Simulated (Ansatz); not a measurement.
A trial structure of K2MgGaC6N6 was built thus: cyanide-bridged rock-salt net of two metals, 2 guest cations a cell (Fm-3m, No. 225). Its size is a rough estimate.

Space group Fm-3m (No. 225). a = 10.282 Å, b = 10.282 Å, c = 10.282 Å, α = 90.00°, β = 90.00°, γ = 90.00°
```tsv
atom	site	symmetry	x	y	z
K	8c	-43m	0.2500	0.7500	0.7500
Mg	4b	m-3m	0.5000	0.0000	0.0000
Ga	4a	m-3m	0.0000	0.0000	0.0000
C	24e	4m.m	0.1844	0.0000	0.0000
N	24e	4m.m	0.2982	0.0000	0.0000
```

Theory: DFT PBE, scalar-relativistic, plane waves, PAW in Ansatz 0.2.0. Cutoff 420 eV, Gaussian smearing, Γ-centred meshes. Cell and atoms relax first on a coarse mesh and then on a finer one. In between, the cell is made exact in the group found at 0.06 Å. In metals the finer mesh still leaves noise of several meV/atom or more. The steps can't lower the symmetry of their start. No spin polarisation in the relaxation; trial moments died out in a coarse test.

A guess keeps its type if space group and coordination stay and the shape of the cell changes little (axis ratios within about 15 %, angles within 6°); the volume may change.

Q: Will the relaxed cell still be of the starting type?

A: It keeps its type. The symmetry stays Fm-3m (No. 225). The volume per atom grows by 19.2 %, from 17.0 to 20.2 Å³. The shortest distance goes from 1.17 Å (C–N) to 1.18 Å (C–N). Counting neighbours within 15 % of an atom's shortest distance, the start has C 1, Ga 6, K 24, Mg 6, N 1 and the end C 1, Ga 6, K 24, Mg 6, N 1.

The last run used a 6×6×6 mesh for its 16-atom cell and Gaussian smearing of 0.10 eV. An odd number of electrons in the primitive cell allows no gap without spin; a larger cell or a magnetic state could open one. A structure relaxed within its symmetry needn't be a true minimum.
